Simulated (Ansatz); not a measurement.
BN:
```yaml
crystal:
  lattice:
    - [4.44033, 0.00000, 0.00000]
    - [0.00000, 4.44033, 0.00000]
    - [0.00000, 0.00000, 4.44033]
  atoms:
    - { symbol: B, position: [0.25000, 0.00000, 0.50000] }
    - { symbol: B, position: [0.50000, 0.25000, 0.00000] }
    - { symbol: B, position: [0.50000, 0.75000, 0.00000] }
    - { symbol: B, position: [0.75000, 0.00000, 0.50000] }
    - { symbol: B, position: [0.00000, 0.50000, 0.75000] }
    - { symbol: B, position: [0.00000, 0.50000, 0.25000] }
    - { symbol: N, position: [0.25000, 0.50000, 0.00000] }
    - { symbol: N, position: [0.00000, 0.25000, 0.50000] }
    - { symbol: N, position: [0.00000, 0.75000, 0.50000] }
    - { symbol: N, position: [0.75000, 0.50000, 0.00000] }
    - { symbol: N, position: [0.50000, 0.00000, 0.75000] }
    - { symbol: N, position: [0.50000, 0.00000, 0.25000] }
```

Relaxed with PBE. Special points in fractions of this cell's reciprocal vectors: Γ (0.000, 0.000, 0.000); X (0.000, 0.500, 0.000); M (0.500, 0.500, 0.000); R (0.500, 0.500, 0.500).

Q: List the band energies nearest the valence-band maximum at these points for plane-wave PAW PBE (Ansatz code).

A: In eV from the valence-band maximum; about four levels below and three above (degenerate sets whole), none deeper than 8.9 eV; points with the same levels are listed once.

| k | below | above |
|---|---|---|
| Γ | -3.10 -3.10 -3.10 0.00 0.00 0.00 | 6.23 6.39 6.39 6.39 |
| X | -1.57 -1.57 -0.60 -0.60 | 4.63 4.63 7.68 7.68 |
| M | -2.15 -2.15 -1.50 -0.68 | 6.64 6.64 7.07 7.07 |
| R | -3.07 -3.07 -3.07 -3.07 | 8.21 8.21 8.21 8.21 8.21 8.21 |

Space group Pm-3n. The start of the workflow was typed in or built on a structure type; neither database checked (COD, Materials Project) lists it. It is not the phase usual at ambient conditions (space group No. 186, 194, 216). The cell was relaxed with PBE under the symmetry of its start; its stability against distortions is not shown here.

Potentials: the later of the program's two PAW sets.
